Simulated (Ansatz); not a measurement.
Each is relaxed and computed with plane-wave PAW r²SCAN (Ansatz code). Which is the only metal?
A. LiPS3, C2/m (Pearson symbol mS20)
B. FeLi2Nb4O12, P1 (Pearson symbol aP19)
C. LiFeP, P4/nmm (Li on 2c, Fe on 2a, P on 2c)
D. FeLi4Nb6O18, P3 (Pearson symbol hP29)

C, LiFeP, P4/nmm (Li on 2c, Fe on 2a, P on 2c). LiFeP: metal; LiPS3: gap 2.12 eV (indirect); FeLi2Nb4O12: gap 0.60 eV (indirect); FeLi4Nb6O18: gap 0.50 eV (indirect). Spin orders computed, not proven ground states: FeLi2Nb4O12, P1 (Pearson symbol aP19) ferromagnetic; FeLi4Nb6O18, P3 (Pearson symbol hP29) ferromagnetic. Typed or built starts, not in the databases checked: FeLi2Nb4O12, P1 (Pearson symbol aP19); FeLi4Nb6O18, P3 (Pearson symbol hP29). Standing as an ambient phase not checked: LiFeP, P4/nmm (Li on 2c, Fe on 2a, P on 2c); LiPS3, C2/m (Pearson symbol mS20). All cells were relaxed under the symmetry of their starts (and spin orders); stability against distortions was not tested throughout. Rows with no word on spin ran without spin polarisation. No Hubbard U is applied. Scalar-relativistic: spin–orbit coupling is off unless named, which matters more the heavier the elements.

Potentials: the later of the program's two PAW sets.
